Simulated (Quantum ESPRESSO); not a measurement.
# W2Sn3AgIn2: finding a planted mistake in a log

Simulated, not a measurement. The program is pw.x of Quantum ESPRESSO 7.5 (plane-wave density functional theory). The cell is made up: eight metal atoms on a hexagonal close-packed lattice, with elements, volume, strain and displacements drawn at random and not relaxed, so it may be unstable or far from any real phase. PseudoDojo standard norm-conserving files set the functional (PBE unless stated); there is no spin polarisation or spin-orbit coupling, the Fermi-Dirac width of 0.25 eV means electrons at about 2900 K, and the masses in the input are unused placeholders. The tin pseudopotential is less sure than most, with forces differing by about three percent from a second method on plain tin. Heavy elements are run without spin-orbit coupling, which real alloys of them have. A spin test at this wide smearing found no moment, but such smearing suppresses magnetism that the real alloy may have.

Intended input:

```
&control calculation='scf', pseudo_dir='./dojo.nc.sr.pbe.v0_5.standard.upf', outdir='./o', disk_io='minimal', tprnfor=.true., tstress=.true. /
&system ibrav=0, nat=8, ntyp=4, nbnd=68, ecutwfc=84.00895049, nosym=.true., tot_charge=0,
 occupations='smearing', smearing='fd', degauss=0.0183746611
/
&electrons conv_thr=1.470e-08, electron_maxstep=70, mixing_beta=0.5 /
ATOMIC_SPECIES
Ag 1.0 Ag.upf
In 1.0 In.upf
Sn 1.0 Sn.upf
W 1.0 W.upf
CELL_PARAMETERS angstrom
4.5986 -2.655 0.0
-3.0657 0.0 -5.0409
3.0657 5.31 0.0
ATOMIC_POSITIONS angstrom
W -0.0012 -0.1134 0.1133
W 1.3737 2.6047 0.0431
Sn -0.1702 1.852 -2.5435
Ag 1.4754 4.4153 -2.4658
Sn 3.2248 -0.0035 -0.0129
In 4.6152 2.5999 -0.1252
In 1.6029 -0.9117 -2.4359
Sn 2.9999 1.7547 -2.6631
K_POINTS automatic
5 5 4 1 1 1
```

The log is shortened where brackets say so; the opening notice, blank lines, dates and the lines on written files are dropped, and the path of the files is cut. It prints rydbergs, bohrs and kilobars, and counts compression as positive stress. Its total energy is the free energy E - TS of the whole cell.

Log of the intended run:

```
     Program PWSCF v.7.5
     Parallel version (MPI & OpenMP), running on       4 processor cores
     Number of MPI processes:                 4
     Threads/MPI process:                     1
     [start-up lines left out]
     bravais-lattice index     =            0
     lattice parameter (alat)  =      10.0345  a.u.
     unit-cell volume          =    1107.5476 (a.u.)^3
     number of atoms/cell      =            8
     number of atomic types    =            4
     number of electrons       =       115.00
     number of Kohn-Sham states=           68
     kinetic-energy cutoff     =      84.0090  Ry
     charge density cutoff     =     336.0358  Ry
     scf convergence threshold =      1.5E-08
     mixing beta               =       0.5000
     number of iterations used =            8  plain     mixing
     Exchange-correlation= PBE
                           (   1   4   3   4   0   0   0)
     [axes and pseudopotential details left out]
   Cartesian axes
     site n.     atom                  positions (alat units)
         1        W      tau(   1) = (  -0.0002260  -0.0213559   0.0213371  )
         2        W      tau(   2) = (   0.2587003   0.4905269   0.0081168  )
         3        Sn     tau(   3) = (  -0.0320527   0.3487756  -0.4790015  )
         4        Ag     tau(   4) = (   0.2778529   0.8315059  -0.4643687  )
         5        Sn     tau(   5) = (   0.6073065  -0.0006591  -0.0024294  )
         6        In     tau(   6) = (   0.8691518   0.4896229  -0.0235781  )
         7        In     tau(   7) = (   0.3018642  -0.1716948  -0.4587378  )
         8        Sn     tau(   8) = (   0.5649524   0.3304517  -0.5015250  )
     number of k points=    50  Fermi-Dirac smearing, width (Ry)=  0.0184
                       cart. coord. in units 2pi/alat
        k(    1) = (   0.1407295   0.0437507  -0.1909252), wk =   0.0400000
        k(    2) = (   0.2489829   0.2312514  -0.2567612), wk =   0.0400000
     [further k points left out]
     Dense  grid:   115243 G-vectors     FFT dimensions: (  60,  72,  72)
     Estimated max dynamical RAM per process >     401.74 MB
     Estimated total dynamical RAM >       1.49 GB
     Initial potential from superposition of free atoms
     starting charge     114.9861, renormalised to     115.0000
     Starting wfcs are   75 randomized atomic wfcs
     total cpu time spent up to now is        6.6 secs
     per-process dynamical memory:   307.1 Mb
     Self-consistent Calculation
     iteration #  1     ecut=    84.01 Ry     beta= 0.50
     Davidson diagonalization with overlap
     ethr =  1.00E-02,  avg # of iterations =  3.0
     Threshold (ethr) on eigenvalues was too large:
     Diagonalizing with lowered threshold
     Davidson diagonalization with overlap
     ethr =  5.75E-04,  avg # of iterations =  2.5
     total cpu time spent up to now is       32.2 secs
     total energy              =   -1351.39916321 Ry
     estimated scf accuracy    <       0.67517508 Ry
     iteration #  2     ecut=    84.01 Ry     beta= 0.50
     Davidson diagonalization with overlap
     ethr =  5.87E-04,  avg # of iterations =  5.8
     total cpu time spent up to now is       47.9 secs
     total energy              =   -1351.44932289 Ry
     estimated scf accuracy    <       2.34660355 Ry
     [iterations 3 to 10 left out]
     iteration # 11     ecut=    84.01 Ry     beta= 0.50
     Davidson diagonalization with overlap
     ethr =  3.30E-10,  avg # of iterations =  5.0
     total cpu time spent up to now is      172.3 secs
     total energy              =   -1351.73802911 Ry
     estimated scf accuracy    <       0.00000004 Ry
     iteration # 12     ecut=    84.01 Ry     beta= 0.50
     Davidson diagonalization with overlap
     ethr =  3.33E-11,  avg # of iterations =  2.2
     total cpu time spent up to now is      185.6 secs
     End of self-consistent calculation
     [lines on levels left out]
!    total energy              =   -1351.73802911 Ry
     estimated scf accuracy    <          6.7E-09 Ry
     smearing contrib. (-TS)   =      -0.08329145 Ry
     internal energy E=F+TS    =   -1351.65473766 Ry
     The total energy is F=E-TS. E is the sum of the following terms:
     one-electron contribution =    -362.26469888 Ry
     hartree contribution      =     262.02216721 Ry
     xc contribution           =    -325.22854029 Ry
     ewald contribution        =    -926.18366570 Ry
     convergence has been achieved in  12 iterations
     Forces acting on atoms (cartesian axes, Ry/au):
     atom    1 type  4   force =     0.02175685    0.00000269   -0.02445295
     atom    2 type  4   force =     0.03994352   -0.01299697   -0.00952490
     atom    3 type  3   force =     0.06085438   -0.03447923    0.01084811
     atom    4 type  1   force =     0.01456504   -0.00519421    0.00482741
     atom    5 type  3   force =    -0.06676939   -0.00946532    0.03165480
     atom    6 type  2   force =    -0.00276810    0.02965332    0.01695669
     atom    7 type  2   force =    -0.05940849   -0.00614390   -0.02120511
     atom    8 type  3   force =    -0.00817381    0.03862363   -0.00910405
     Total force =     0.143461     Total SCF correction =     0.000230
     Computing stress (Cartesian axis) and pressure
          total   stress  (Ry/bohr**3)                   (kbar)     P=       35.53
   0.00019694   0.00001510   0.00010347           28.97        2.22       15.22
   0.00001510   0.00019525  -0.00008429            2.22       28.72      -12.40
   0.00010347  -0.00008429   0.00033241           15.22      -12.40       48.90
     init_run     :      6.12s CPU      6.37s WALL (       1 calls)
     electrons    :    177.79s CPU    179.02s WALL (       1 calls)
     forces       :      2.09s CPU      2.10s WALL (       1 calls)
     stress       :      7.40s CPU      7.58s WALL (       1 calls)
     [timing details left out]
     PWSCF        :   3m13.65s CPU   3m15.36s WALL
     JOB DONE.
```

A second run was made from an input with one planted mistake. Its log:

```
     Program PWSCF v.7.5
     Parallel version (MPI & OpenMP), running on       4 processor cores
     Number of MPI processes:                 4
     Threads/MPI process:                     1
     [start-up lines left out]
     bravais-lattice index     =            0
     lattice parameter (alat)  =      10.0345  a.u.
     unit-cell volume          =    1107.5476 (a.u.)^3
     number of atoms/cell      =            8
     number of atomic types    =            4
     number of electrons       =       115.00
     number of Kohn-Sham states=           68
     kinetic-energy cutoff     =      84.0090  Ry
     charge density cutoff     =     336.0358  Ry
     scf convergence threshold =      1.5E-08
     mixing beta               =       0.5000
     number of iterations used =            8  plain     mixing
     Exchange-correlation= PBE
                           (   1   4   3   4   0   0   0)
     [axes and pseudopotential details left out]
   Cartesian axes
     site n.     atom                  positions (alat units)
         1        W      tau(   1) = (  -0.0002260  -0.0213559   0.0213371  )
         2        Sn     tau(   2) = (   0.2587003   0.4905269   0.0081168  )
         3        W      tau(   3) = (  -0.0320527   0.3487756  -0.4790015  )
         4        Ag     tau(   4) = (   0.2778529   0.8315059  -0.4643687  )
         5        Sn     tau(   5) = (   0.6073065  -0.0006591  -0.0024294  )
         6        In     tau(   6) = (   0.8691518   0.4896229  -0.0235781  )
         7        In     tau(   7) = (   0.3018642  -0.1716948  -0.4587378  )
         8        Sn     tau(   8) = (   0.5649524   0.3304517  -0.5015250  )
     number of k points=    50  Fermi-Dirac smearing, width (Ry)=  0.0184
                       cart. coord. in units 2pi/alat
        k(    1) = (   0.1407295   0.0437507  -0.1909252), wk =   0.0400000
        k(    2) = (   0.2489829   0.2312514  -0.2567612), wk =   0.0400000
     [further k points left out]
     Dense  grid:   115243 G-vectors     FFT dimensions: (  60,  72,  72)
     Estimated max dynamical RAM per process >     401.74 MB
     Estimated total dynamical RAM >       1.49 GB
     Initial potential from superposition of free atoms
     starting charge     114.9861, renormalised to     115.0000
     Starting wfcs are   75 randomized atomic wfcs
     total cpu time spent up to now is        6.6 secs
     per-process dynamical memory:   307.0 Mb
     Self-consistent Calculation
     iteration #  1     ecut=    84.01 Ry     beta= 0.50
     Davidson diagonalization with overlap
     ethr =  1.00E-02,  avg # of iterations =  3.0
     Threshold (ethr) on eigenvalues was too large:
     Diagonalizing with lowered threshold
     Davidson diagonalization with overlap
     ethr =  4.91E-04,  avg # of iterations =  2.7
     total cpu time spent up to now is       32.7 secs
     total energy              =   -1351.42730884 Ry
     estimated scf accuracy    <       0.58376933 Ry
     iteration #  2     ecut=    84.01 Ry     beta= 0.50
     Davidson diagonalization with overlap
     ethr =  5.08E-04,  avg # of iterations =  4.4
     total cpu time spent up to now is       47.7 secs
     total energy              =   -1351.50556282 Ry
     estimated scf accuracy    <       1.55577423 Ry
     [iterations 3 to 10 left out]
     iteration # 11     ecut=    84.01 Ry     beta= 0.50
     Davidson diagonalization with overlap
     ethr =  5.50E-10,  avg # of iterations =  3.9
     total cpu time spent up to now is      166.0 secs
     total energy              =   -1351.70996055 Ry
     estimated scf accuracy    <       0.00000004 Ry
     iteration # 12     ecut=    84.01 Ry     beta= 0.50
     Davidson diagonalization with overlap
     ethr =  3.26E-11,  avg # of iterations =  4.1
     total cpu time spent up to now is      183.2 secs
     End of self-consistent calculation
     [lines on levels left out]
!    total energy              =   -1351.70996056 Ry
     estimated scf accuracy    <          5.2E-09 Ry
     smearing contrib. (-TS)   =      -0.08480390 Ry
     internal energy E=F+TS    =   -1351.62515666 Ry
     The total energy is F=E-TS. E is the sum of the following terms:
     one-electron contribution =    -362.25422334 Ry
     hartree contribution      =     262.04397835 Ry
     xc contribution           =    -325.23124597 Ry
     ewald contribution        =    -926.18366570 Ry
     convergence has been achieved in  12 iterations
     Forces acting on atoms (cartesian axes, Ry/au):
     atom    1 type  4   force =     0.00208007    0.00767476   -0.02713394
     atom    2 type  3   force =     0.07785777   -0.03290314   -0.05214692
     atom    3 type  4   force =     0.04044761   -0.01960606    0.00112270
     atom    4 type  1   force =     0.01544694    0.00927147   -0.00661248
     atom    5 type  3   force =    -0.07921607   -0.03680302    0.03162190
     atom    6 type  2   force =    -0.00436470    0.04884696    0.03901634
     atom    7 type  2   force =    -0.05395333    0.00049141    0.00503145
     atom    8 type  3   force =     0.00170170    0.02302763    0.00910096
     Total force =     0.170771     Total SCF correction =     0.000336
     Computing stress (Cartesian axis) and pressure
          total   stress  (Ry/bohr**3)                   (kbar)     P=       29.37
   0.00025583   0.00004873   0.00003389           37.63        7.17        4.99
   0.00004873   0.00017958  -0.00005063            7.17       26.42       -7.45
   0.00003389  -0.00005063   0.00016363            4.99       -7.45       24.07
     init_run     :      6.13s CPU      6.37s WALL (       1 calls)
     electrons    :    175.46s CPU    176.61s WALL (       1 calls)
     forces       :      2.07s CPU      2.09s WALL (       1 calls)
     stress       :      7.08s CPU      7.24s WALL (       1 calls)
     [timing details left out]
     PWSCF        :   3m11.03s CPU   3m12.62s WALL
     JOB DONE.
```

Question: the log repeats what the program read. Compare it with the intended run: what was wrong in the second input?

Answer: two atoms have their elements exchanged. The input lines that differ:

```
- W 1.3737 2.6047 0.0431
- Sn -0.1702 1.852 -2.5435
+ Sn 1.3737 2.6047 0.0431
+ W -0.1702 1.852 -2.5435
```

```
                                            intended run  run with the mistake
                          free energy (eV)    -18391.333            -18390.951
         entropy term -TS, part of it (eV)        -1.133                -1.154
                            pressure (GPa)          3.55                  2.94
size of the largest force component (eV/Å)         1.717                 2.037
largest change of a force component (eV/Å)                               1.096
                                iterations            12                    12
```

For scale, a rerun of the intended cell at a higher cutoff and on a denser mesh moved values by no more than 0.002 eV in energy, 0.04 GPa in stress and 0.020 eV/Å in force, and a second program with other atomic files agreed on that cell to 2 % rms in force and 0.5 GPa in pressure.